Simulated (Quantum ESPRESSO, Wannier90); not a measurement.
## Wannier functions of Mg (bcc (W type), model phase)

```
Mg
1.0
   -1.77276     1.77276     1.77276
    1.77276    -1.77276     1.77276
    1.77276     1.77276    -1.77276
Mg
1
Direct
  0.00000   0.00000   0.00000
```

Cell from Materials Project (mp-110), symmetrised, no further relaxation. This isn't the element's usual structure (hcp); take it as a model of another phase. Method: PBEsol plane waves in Quantum ESPRESSO 7.5 (PseudoDojo norm-conserving files, 68 Ry, no spin polarisation, no spin-orbit coupling), Bloch states on a 12×12×12 mesh through Γ, Wannier90 4.0.1. Density: 16×16×16 mesh, cold smearing 0.01 Ry.

Base run: 4 functions from bands 5-14 of the 14 computed, start hydrogen-like Mg: s;p, centres 0.05 Å off the atoms, frozen window up to 1.50 eV relative to the Fermi level, outer window open. One setting was then changed (edges relative to the Fermi level; misfit to pw.x on a path, for states up to 1.0 eV relative to the Fermi level).

| run | Ω_I (Å²) | rms misfit (meV) | worst (meV) |
|---|---|---|---|
| base | 6.35 | 24 | 66 |
| changed | 10.50 | 15 | 62 |

**Question.** Which change was made?
A. frozen window to 1.00 eV
B. frozen window to -1.50 eV
C. outer window to 15.30 eV

**Answer.** C, outer window to 15.30 eV. The others give:

```csv
run,Ω_I (Å²),rms misfit (meV),worst (meV)
frozen window to -1.50 eV,5.37,508,1306
frozen window to 1.00 eV,6.17,55,242
```
